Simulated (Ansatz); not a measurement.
Consider a crystal of Hf3BeCl3 in space group P6/mmm (No. 191), with Hf on 3g; Be on 1b; Cl on 2d and 1a.

Level of theory: DFT PBE, scalar-relativistic, plane waves, PAW in Ansatz. Cutoff 420 eV, Γ-centred mesh, Gaussian smearing, no spin polarisation.

The zero of energy is the elements' standard structures at the same level (Cl₂ as a molecule); no fitted shifts are applied.

**Question.** Predict the relaxed structure.

**Answer.**

Space group P6/mmm (No. 191). a = 8.365 Å, b = 8.365 Å, c = 3.502 Å, α = 90.00°, β = 90.00°, γ = 120.00°
| atom | site | symmetry | x | y | z |
| --- | --- | --- | --- | --- | --- |
| Hf | 3g | mmm | 0.5000 | 0.0000 | 0.5000 |
| Be | 1b | 6/mmm | 0.0000 | 0.0000 | 0.5000 |
| Cl | 2d | -6m2 | 0.3333 | 0.6667 | 0.5000 |
| Cl | 1a | 6/mmm | 0.0000 | 0.0000 | 0.0000 |

Hf has 2 Cl at 2.41 Å; Be has 2 Cl at 1.75 Å; Cl on a site of symmetry -6m2 is surrounded by 3 Hf at 2.41 Å; Cl on a site of symmetry 6/mmm is surrounded by 2 Be at 1.75 Å. Another local minimum with the same sites may exist.

**Question.** Where does its energy lie, and is it a metal?

**Answer.** The energy over the elements is +0.83 eV/atom. The gap on the 6×6×10 mesh of the 7-atom cell is 0 eV (a metal). The separate elements lie lower, so it is unstable against them.

The last run used Gaussian smearing of 0.10 eV. These runs have no spin–orbit coupling, which can matter for Hf. An odd number of electrons in the primitive cell allows no gap without spin; a larger cell or a magnetic state could open one. The cell is a metal run without spin; a magnetic state may lie lower. Symmetry constrained the relaxation, so the result can be a saddle point.
